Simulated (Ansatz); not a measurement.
**From the elastic tensor of Cu$_{3}$Pd at 25 GPa (stress–strain coefficients) to moduli and sound speeds**

Theory: DFT LDA, scalar-relativistic, plane waves, PAW in Ansatz 0.2.0. Settings: 420 eV plane-wave cutoff, Γ-centred 12×12×12 mesh, Fermi-Dirac smearing of 0.15 eV. No spin polarisation.

Symmetry: Pm-3m, No. 221, cubic system. Conventional cell: a = 3.496 Å, b = 3.496 Å, c = 3.496 Å, α = 90.00°, β = 90.00°, γ = 90.00°. Cu (site symmetry 4/mmm) has 8 Cu at 2.47 Å and 4 Pd at 2.47 Å as nearest neighbours. Pd (site symmetry m-3m) is surrounded by 12 Cu at 2.47 Å.

In a metal, frequencies and elastic constants depend on the k mesh and the smearing, soft modes and shear constants most. Other phases may be more stable at this pressure.

Relaxed-ion constants (GPa, on the Cartesian axes of the calculation):
C11 = 380.6, C12 = 285.4, C13 = 285.4, C22 = 380.6, C23 = 285.4, C33 = 380.6, C44 = 144.7, C55 = 144.7, C66 = 144.7 GPa; the others vanish.

Density 11.543 g/cm³; 4 atoms in 42.73 Å³.

The values that follow are for a polycrystal of randomly turned grains, by Hill's mean where one number stands. In a crystal this anisotropic the Voigt and Reuss bounds lie far apart, so Hill's mean and the sound speeds and Debye temperature from it are rough.

With S = C⁻¹: B_V = (C11+C22+C33+2(C12+C13+C23))/9, G_V = (C11+C22+C33−C12−C13−C23+3(C44+C55+C66))/15, 1/B_R = S11+S22+S33+2(S12+S13+S23), 15/G_R = 4(S11+S22+S33−S12−S13−S23)+3(S44+S55+S66); Hill is their mean. Then v_l = √((B+4G/3)/ρ), v_t = √(G/ρ), v_m = [(2/v_t³+1/v_l³)/3]^(−1/3) and Θ = (ħ/k_B)·v_m·(6π²n/V)^(1/3) for n atoms in the volume V; E = 9BG/(3B+G), ν = (3B−2G)/(2(3B+G)) and A^U = 5G_V/G_R + B_V/B_R − 6.

* Bulk modulus, Voigt / Reuss / Hill: 317.2 / 317.2 / 317.2 GPa
* Shear modulus, Voigt / Reuss / Hill: 105.9 / 79.7 / 92.8 GPa
* Young's modulus: 254 GPa
* Poisson ratio: 0.367
* Pugh ratio B/G: 3.42
* Universal anisotropy index: 1.64
* Longitudinal and transverse sound speeds: 6180 and 2835 m/s
* Debye temperature from the mean sound speed: 432 K

Cost: 1 run of about 2 core-minutes, on Arm Neoverse V1 (shared hosts).